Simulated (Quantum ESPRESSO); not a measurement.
HfAl4TaAu2, input and log of a self-consistent run

A calculation, not a measurement. The program is pw.x of Quantum ESPRESSO 7.5 (plane-wave density functional theory). The cell is made up: eight metal atoms on a face-centred cubic lattice, with elements, volume, strain and displacements drawn at random and not relaxed, so it may be unstable or far from any real phase. PseudoDojo standard norm-conserving files set the functional (PBE unless stated); there is no spin polarisation or spin-orbit coupling, the Fermi-Dirac width of 0.25 eV means electrons at about 2900 K, and the masses in the input are unused placeholders. Heavy elements are run without spin-orbit coupling, which real alloys of them have. A spin test at this wide smearing found no moment, but such smearing suppresses magnetism that the real alloy may have.

Input:

```
&control calculation='scf', pseudo_dir='./dojo.nc.sr.pbe.v0_5.standard.upf', outdir='./o', disk_io='minimal', tprnfor=.true., tstress=.true. /
&system ibrav=0, nat=8, ntyp=4, nbnd=48, ecutwfc=75.99759826, nosym=.true., tot_charge=0,
 occupations='smearing', smearing='fd', degauss=0.0183746611
/
&electrons conv_thr=1.470e-08, electron_maxstep=70, mixing_beta=0.5 /
ATOMIC_SPECIES
Al 1.0 Al.upf
Au 1.0 Au.upf
Hf 1.0 Hf.upf
Ta 1.0 Ta.upf
CELL_PARAMETERS angstrom
-2.0483 -4.0967 -2.0483
-4.0967 2.0483 2.0483
0.0 4.0967 -4.0967
ATOMIC_POSITIONS angstrom
Hf 0.067 -0.0314 0.0773
Al -0.039 2.0845 -2.0855
Ta -2.1128 2.0428 -0.0868
Au -2.1544 4.0429 -2.0549
Au -1.9533 0.0 -1.9848
Al -2.1563 2.0492 -4.0881
Al -4.098 0.0507 0.1099
Al -4.0936 2.1154 -1.979
K_POINTS automatic
5 5 4 1 1 1
```

The log is shortened where brackets say so; the opening notice, blank lines, dates and the lines on written files are dropped, and the path of the files is cut. It prints rydbergs, bohrs and kilobars, and counts compression as positive stress. Its total energy is the free energy E - TS of the whole cell.

```
     Program PWSCF v.7.5
     Parallel version (MPI & OpenMP), running on       4 processor cores
     Number of MPI processes:                 4
     Threads/MPI process:                     1
     [start-up lines left out]
     bravais-lattice index     =            0
     lattice parameter (alat)  =       9.4815  a.u.
     unit-cell volume          =     927.9426 (a.u.)^3
     number of atoms/cell      =            8
     number of atomic types    =            4
     number of electrons       =        75.00
     number of Kohn-Sham states=           48
     kinetic-energy cutoff     =      75.9976  Ry
     charge density cutoff     =     303.9904  Ry
     scf convergence threshold =      1.5E-08
     mixing beta               =       0.5000
     number of iterations used =            8  plain     mixing
     Exchange-correlation= PBE
                           (   1   4   3   4   0   0   0)
     [axes and pseudopotential details left out]
   Cartesian axes
     site n.     atom                  positions (alat units)
         1        Hf     tau(   1) = (   0.0133536  -0.0062583   0.0154065  )
         2        Al     tau(   2) = (  -0.0077730   0.4154566  -0.4156559  )
         3        Ta     tau(   3) = (  -0.4210970   0.4071455  -0.0172999  )
         4        Au     tau(   4) = (  -0.4293882   0.8057805  -0.4095571  )
         5        Au     tau(   5) = (  -0.3893074   0.0000000  -0.3955856  )
         6        Al     tau(   6) = (  -0.4297669   0.4084210  -0.8147892  )
         7        Al     tau(   7) = (  -0.8167623   0.0101049   0.0219039  )
         8        Al     tau(   8) = (  -0.8158854   0.4216152  -0.3944296  )
     number of k points=    50  Fermi-Dirac smearing, width (Ry)=  0.0184
                       cart. coord. in units 2pi/alat
        k(    1) = (  -0.1722293   0.0267890  -0.1263029), wk =   0.0400000
        k(    2) = (  -0.2105029   0.1416062  -0.3176694), wk =   0.0400000
     [further k points left out]
     Dense  grid:    83103 G-vectors     FFT dimensions: (  54,  54,  64)
     Estimated max dynamical RAM per process >     235.31 MB
     Estimated total dynamical RAM >     880.37 MB
     Initial potential from superposition of free atoms
     starting charge      74.9872, renormalised to      75.0000
     Starting wfcs are   56 randomized atomic wfcs
     total cpu time spent up to now is        6.3 secs
     per-process dynamical memory:   177.6 Mb
     Self-consistent Calculation
     iteration #  1     ecut=    76.00 Ry     beta= 0.50
     Davidson diagonalization with overlap
     ethr =  1.00E-02,  avg # of iterations =  3.1
     total cpu time spent up to now is       19.2 secs
     total energy              =    -853.51606853 Ry
     estimated scf accuracy    <       1.88625184 Ry
     iteration #  2     ecut=    76.00 Ry     beta= 0.50
     Davidson diagonalization with overlap
     ethr =  2.52E-03,  avg # of iterations =  3.0
     total cpu time spent up to now is       32.7 secs
     total energy              =    -854.09234601 Ry
     estimated scf accuracy    <       3.13693026 Ry
     iteration #  3     ecut=    76.00 Ry     beta= 0.50
     Davidson diagonalization with overlap
     ethr =  2.52E-03,  avg # of iterations =  2.0
     total cpu time spent up to now is       45.7 secs
     total energy              =    -854.46324810 Ry
     estimated scf accuracy    <       0.18823894 Ry
     iteration #  4     ecut=    76.00 Ry     beta= 0.50
     Davidson diagonalization with overlap
     ethr =  2.51E-04,  avg # of iterations =  2.4
     total cpu time spent up to now is       59.5 secs
     total energy              =    -854.48176704 Ry
     estimated scf accuracy    <       0.05050364 Ry
     iteration #  5     ecut=    76.00 Ry     beta= 0.50
     Davidson diagonalization with overlap
     ethr =  6.73E-05,  avg # of iterations =  5.1
     total cpu time spent up to now is       74.2 secs
     total energy              =    -854.48908808 Ry
     estimated scf accuracy    <       0.01598667 Ry
     [iterations 6 to 7 left out]
     iteration #  8     ecut=    76.00 Ry     beta= 0.50
     Davidson diagonalization with overlap
     ethr =  4.95E-07,  avg # of iterations =  5.7
     total cpu time spent up to now is      114.7 secs
     total energy              =    -854.49154350 Ry
     estimated scf accuracy    <       0.00006770 Ry
     iteration #  9     ecut=    76.00 Ry     beta= 0.50
     Davidson diagonalization with overlap
     ethr =  9.03E-08,  avg # of iterations =  2.2
     total cpu time spent up to now is      127.7 secs
     total energy              =    -854.49154146 Ry
     estimated scf accuracy    <       0.00003747 Ry
     iteration # 10     ecut=    76.00 Ry     beta= 0.50
     Davidson diagonalization with overlap
     ethr =  5.00E-08,  avg # of iterations =  2.0
     total cpu time spent up to now is      139.5 secs
     total energy              =    -854.49154762 Ry
     estimated scf accuracy    <       0.00000045 Ry
     iteration # 11     ecut=    76.00 Ry     beta= 0.50
     Davidson diagonalization with overlap
     ethr =  5.94E-10,  avg # of iterations =  5.0
     total cpu time spent up to now is      154.9 secs
     total energy              =    -854.49154777 Ry
     estimated scf accuracy    <       0.00000012 Ry
     iteration # 12     ecut=    76.00 Ry     beta= 0.50
     Davidson diagonalization with overlap
     ethr =  1.58E-10,  avg # of iterations =  2.0
     total cpu time spent up to now is      167.6 secs
     End of self-consistent calculation
     [lines on levels left out]
!    total energy              =    -854.49154779 Ry
     estimated scf accuracy    <          5.3E-09 Ry
     smearing contrib. (-TS)   =      -0.07010921 Ry
     internal energy E=F+TS    =    -854.42143858 Ry
     The total energy is F=E-TS. E is the sum of the following terms:
     one-electron contribution =    -388.37174482 Ry
     hartree contribution      =     221.78496755 Ry
     xc contribution           =    -171.11289875 Ry
     ewald contribution        =    -516.72176256 Ry
     convergence has been achieved in  12 iterations
     Forces acting on atoms (cartesian axes, Ry/au):
     atom    1 type  3   force =    -0.00569659    0.05456217   -0.01604143
     atom    2 type  1   force =     0.00368764   -0.01912940    0.03749428
     atom    3 type  4   force =     0.01281863    0.02010994    0.04342188
     atom    4 type  2   force =     0.02043104   -0.01137791   -0.00613197
     atom    5 type  2   force =    -0.01859799   -0.01184112   -0.02274389
     atom    6 type  1   force =    -0.00008056   -0.00198330   -0.00462854
     atom    7 type  1   force =    -0.00302725   -0.01824771   -0.03331027
     atom    8 type  1   force =    -0.00953493   -0.01209267    0.00193995
     Total force =     0.103982     Total SCF correction =     0.000261
     Computing stress (Cartesian axis) and pressure
          total   stress  (Ry/bohr**3)                   (kbar)     P=       37.54
   0.00012132  -0.00010854  -0.00000317           17.85      -15.97       -0.47
  -0.00010854   0.00042218  -0.00003812          -15.97       62.11       -5.61
  -0.00000317  -0.00003812   0.00022206           -0.47       -5.61       32.67
     init_run     :      5.85s CPU      6.09s WALL (       1 calls)
     electrons    :    160.14s CPU    161.26s WALL (       1 calls)
     forces       :      2.18s CPU      2.20s WALL (       1 calls)
     stress       :      7.76s CPU      7.77s WALL (       1 calls)
     [timing details left out]
     PWSCF        :   2m56.18s CPU   2m57.62s WALL
     JOB DONE.
```

In other units: free energy -11625.950 eV for the cell, pressure 3.75 GPa, largest force component 1.403 eV/Å in size. The run took 179 s of wall time with four MPI processes on a shared machine (Intel Xeon, older, virtual cores), so the time is rough. A rerun of this cell at a higher cutoff and on a denser mesh moved values by no more than 0.002 eV in energy, 0.08 GPa in stress and 0.008 eV/Å in force, and a second program with other atomic files agreed on that cell to 2 % rms in force and 0.5 GPa in pressure.